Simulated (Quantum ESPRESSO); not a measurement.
# ZnAl3As3S: a curve over strain

Simulated, not a measurement. The program is pw.x of Quantum ESPRESSO 7.5 (plane-wave density functional theory). The cell is made up: 8 atoms on a zincblende/diamond lattice, with randomly drawn elements, strain and displacements, not relaxed. PseudoDojo standard norm-conserving files (v0.5 for PBE, v0.4.1 for LDA and PBEsol) set the functional; there is no spin polarisation, spin-orbit coupling or dispersion term, and the masses in the input are unused placeholders.

Seven runs add a strain to one cell (shear xy, as the tensor component); the atoms follow the cell and are not relaxed. Stress in the table is positive in tension.

Input of the run at +0.0054:

```
&control calculation='scf', pseudo_dir='./dojo.nc.sr.pbe.v0_5.standard.upf', outdir='./o', disk_io='medium', tprnfor=.true., tstress=.true. /
&system ibrav=0, nat=8, ntyp=4, nbnd=46, ecutwfc=84.00895049, nosym=.true., tot_charge=0,
 occupations='smearing', smearing='fd', degauss=0.0018374661
/
&electrons conv_thr=7.350e-09, electron_maxstep=60, /
ATOMIC_SPECIES
Al 1.0 Al.upf
As 1.0 As.upf
S 1.0 S.upf
Zn 1.0 Zn.upf
CELL_PARAMETERS angstrom
5.8616 0.0317 0.0
0.0317 5.8616 0.0
0.0 0.0 5.8616
ATOMIC_POSITIONS angstrom
Zn -0.1564 0.1184 0.0305
Al 0.0186 2.8421 2.9434
Al 2.962 0.0454 2.9416
Al 2.868 2.996 -0.0468
As 1.334 1.4399 1.4875
As 1.6602 4.459 4.3409
As 4.5327 1.5243 4.1311
S 4.3457 4.4183 1.6001
K_POINTS automatic
4 4 4 1 1 1
```

| added strain | free energy less that of the input shown (eV) | stress xx (GPa) | stress yy (GPa) | stress zz (GPa) | stress xy (GPa) | pressure (GPa) | next band up at Gamma (eV) | iterations |
| --- | --- | --- | --- | --- | --- | --- | --- | --- |
| -0.0170 | 0.0964 | 3.58 | 3.36 | 3.52 | -2.84 | -3.49 | 0.499 | 11 |
| -0.0121 | 0.0651 | 3.71 | 3.46 | 3.58 | -2.35 | -3.58 | 0.480 | 11 |
| +0.0054 | 0.0000 | 4.03 | 3.68 | 3.72 | -0.64 | -3.81 | 0.401 | 11 |
| +0.0119 | -0.0058 | 4.09 | 3.71 | 3.74 | 0.00 | -3.85 | 0.368 | 11 |
| +0.0140 | -0.0056 | 4.11 | 3.72 | 3.75 | 0.20 | -3.86 | 0.357 | 11 |
| +0.0169 | -0.0037 | 4.12 | 3.72 | 3.75 | 0.48 | -3.86 | 0.341 | 11 |
| +0.0235 | 0.0084 | 4.14 | 3.70 | 3.74 | 1.12 | -3.86 | 0.304 | 11 |

A cubic fit gives a slope of stress xy against the added strain of 98 GPa at zero added strain, with the atoms clamped. Across the table the free energy follows the integral of the stress to within 0.2 meV. A rerun of one of the cells at 1437 eV and a 6 x 6 x 6 mesh moved values by no more than 0.006 eV in energy, 0.02 GPa in stress and 0.003 eV/Å in force. The band column is the level of band 41 at Gamma less that of band 40, whose number is half the electron count, rounded up; it comes from a band step after each run.